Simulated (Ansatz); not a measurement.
Here is the system:

Ti$_{2}$GeC:
```
CELL_PARAMETERS angstrom
      3.08514     0.00000     0.00000
     -1.54257     2.67181     0.00000
      0.00000     0.00000    12.90429
ATOMIC_POSITIONS crystal
  Ti 0.66667 0.33333 0.58930
  Ti 0.33333 0.66667 0.41070
  Ti 0.33333 0.66667 0.08930
  Ti 0.66667 0.33333 0.91070
  Ge 0.66667 0.33333 0.25000
  Ge 0.33333 0.66667 0.75000
  C  0.00000 0.00000 0.50000
  C  0.00000 0.00000 0.00000
```

This is the r²SCAN-relaxed structure. Cartesian axes are those of the cell as given.

**Question.** All from r²SCAN in the plane-wave PAW code Ansatz, unless another level is named. Estimate the Hill bulk and shear moduli.

**Answer.** 166 and 116 GPa.

**Question.** What about the elastic constants (relaxed ions, GPa)?

**Answer.** C11 = 306, C12 = 85.0, C13 = 99.1, C33 = 317, C44 = 129.

**Question.** Predict the highest zone-centre frequency.

**Answer.** 627 cm^-1.

Space group P6_3/mmc. The first step of the workflow began from a Materials Project structure, measured or hypothetical; the Crystallography Open Database copy checked does not list it. Its standing as an ambient phase is unchecked. The cell was relaxed with r²SCAN under the symmetry of its start; of distortions, only those at the zone centre were tested. No spin polarisation was allowed. As this level gives no gap, shear constants depend on the k-mesh and smearing (Fermi–Dirac, 0.1 eV here). As this level gives no gap, phonon frequencies hold no LO–TO term and depend on the k-mesh and smearing (Fermi–Dirac, 0.1 eV here).

Potentials: the later of the program's two PAW sets.
